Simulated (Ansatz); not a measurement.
Ti (hcp, Mg type)

```xyz
2
Lattice="2.9009 0.0000 0.0000 -1.4504 2.5122 0.0000 0.0000 0.0000 4.5904" Properties=species:S:1:pos:R:3 pbc="T T T"
Ti     0.0000     1.6748     3.4428
Ti     1.4504     0.8374     1.1476
```

The slice is a (-1 1 0 2) plane (indices of the conventional cell) through the point (0.667, 0.333, 0.250) (fractional), spanned by u = [110] and v = [1 -1 1] in vectors of this cell: u (2.90 Å) and v (6.81 Å, at 90° to u). It covers one period; positions are fractions (u, v).

All values below come from PBEsol (plane waves to 420 eV, PAW, scalar-relativistic; Ansatz, a quantum-chemistry and plane-wave program). k mesh 18×18×10. These are valence fields of a PAW run, semicore shells included where kept as valence: close to a nucleus they are smooth pseudo fields. Ti is run without spin polarisation. Ti was relaxed with its symmetry unable to fall.

**Question.** What is the ELF at the midpoint of the shortest Ti–Ti line in this plane (2.90 Å)?

**Answer.** 0.26.

**Question.** What is the valence density on the shortest Ti–Ti line in this plane (2.90 Å), at its midpoint?

**Answer.** 0.20 e/Å³.

**Question.** Sketch the valence electron density on this plane as a map.

**Answer.** 
```
|998510001589|
|886310001368|
|543100000134|
|211000000011|
|000000000000|
|000000000000|
|000000000000|
|111000000011|
|432100000123|
|654100000145|
|775210001257|
|775210001257|
|654210001245|
|332100000123|
|110000000001|
|000000000000|
|000000000000|
|000000000000|
|000000100000|
|000000000000|
|000000000000|
|000000000000|
|000000000000|
|211000000011|
|543100000134|
|886310001368|
|998520002589|
|998520002589|
```
Scale: ten equal steps from -0.78 (start of '0') to 1.01 (end of '9'), in the order '0123456789'. Values: log₁₀ of the valence density in e/Å³. The map has 12 points along u (one character each, u = 0 at the left) and 28 along v (v = 0 in the bottom row). The scale is logarithmic, as a density can span decades between atoms and voids.
